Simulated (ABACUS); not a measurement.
Worked example: self-consistent single point of LiF (Fm-3m, 8 atoms in the cell; from Materials Project mp-1138) in ABACUS.

All values come from this method and carry its errors: LDA (PW92), PseudoDojo 0.4 standard norm-conserving LDA (tails mended) pseudopotentials (plane waves; ABACUS 3.10.1).

```
LiF
1.0
    4.08343     0.00000     0.00000
    0.00000     4.08343     0.00000
    0.00000     0.00000     4.08343
Li F
4 4
Cartesian
  0.00000   0.00000   0.00000
  0.00000   2.04171   2.04171
  2.04171   0.00000   2.04171
  2.04171   2.04171   0.00000
  2.04171   0.00000   0.00000
  2.04171   2.04171   2.04171
  0.00000   0.00000   2.04171
  0.00000   2.04171   0.00000
```

Reference input (self-consistent single point, DFT, LDA (PW92), plane waves, PseudoDojo 0.4 standard norm-conserving LDA (tails mended) pseudopotentials): KPT = MP 7 7 7 0 0 0; basis_type = pw; dft_functional = PWLDA; ecutwfc = 84 Ry; smearing_method = fixed; potentials = PseudoDojo 0.4 standard norm-conserving LDA (tails mended); symmetry = 1; symmetry_prec = 1e-05; ks_solver = dav_subspace; scf_nmax = 100; scf_thr = 1.0e-09 Ry; mixing_type = broyden. This run's input differs from it in these lines:

```diff
@@ -53,3 +53,3 @@
 MP
-7 7 7 0 0 0
+1 1 1 0 0 0
```

Output (repeated stretches shortened):

```
 SELF-CONSISTENT
 -------------------------------------------
                                 init_chg = atomic

 PW ALGORITHM --------------- ION=   1  ELEC=   1--------------------------------

 Density error is 0.40179153558
                          Error Threshold = 0.01
 E_KohnSham     -254.5909037051      -3463.8869493580
 E_Fermi        -0.1278871446        -1.7399938680

 PW ALGORITHM --------------- ION=   1  ELEC=   2--------------------------------

 Density error is 0.166521323159
                          Error Threshold = 0.00100447883895
 E_KohnSham     -254.7043403662      -3465.4303343114
   [... lines left out ...]

 Density error is 1.29575267381e-09
                          Error Threshold = 3.23964655035e-11
 E_KohnSham     -254.7393386392      -3465.9065102441
 E_Fermi        0.0108376207         0.1474533938

 PW ALGORITHM --------------- ION=   1  ELEC=   9--------------------------------

 Density error is 2.92716200661e-11
                          Error Threshold = 3.23938168453e-12
 E_KohnSham     -254.7393386393      -3465.9065102460
 E_KS(sigma->0) -254.7393386393      -3465.9065102460
 E_entropy(-TS) 0.0000000000         0.0000000000
 E_Fermi        0.0108398812         0.1474841506
 charge density convergence is achieved
 final etot is -3465.9065102 eV
 EFERMI = 0.14748415062 eV

 STATE ENERGY(eV) AND OCCUPATIONS    NSPIN == 1
   [... 27 lines left out ...]

 TOTAL-FORCE (eV/Angstrom)
                       Li1         0.0000000000         0.0000000000         0.0000000000
                       Li2         0.0000000000         0.0000000000         0.0000000000
                       Li3         0.0000000000         0.0000000000         0.0000000000
                       Li4         0.0000000000         0.0000000000         0.0000000000
                        F1         0.0000000000         0.0000000000         0.0000000000
                        F2         0.0000000000         0.0000000000         0.0000000000
                        F3         0.0000000000         0.0000000000         0.0000000000
   [... lines left out ...]

 TOTAL-STRESS (KBAR)
      -168.7070637451         0.0000000000         0.0000000000
         0.0000000000      -168.7070637451         0.0000000000
         0.0000000000        -0.0000000000      -168.7070637451
 TOTAL-PRESSURE: -168.707064 KBAR

 --------------------------------------------
 !FINAL_ETOT_IS -3465.9065102460353955 eV
 --------------------------------------------
```

The run converged in 9 iterations. Against the reference run the free energy drops by 180 meV/atom and the pressure goes from -8.79 to -16.87 GPa.

This run is one point of a test of settings, so its values need not be converged; read them against the reference run alone. The structure comes from a collection of computed structures, made at another level of theory; the collection holds predicted forms beside known ones. With one or two k-points the zone of this small cell is coarsely sampled: energies, forces and stress carry that error and can break the symmetry, so a converged loop does not mean converged values.

“Tails mended”: in these copies of the files the far tail of each local potential was reset to the Coulomb form.
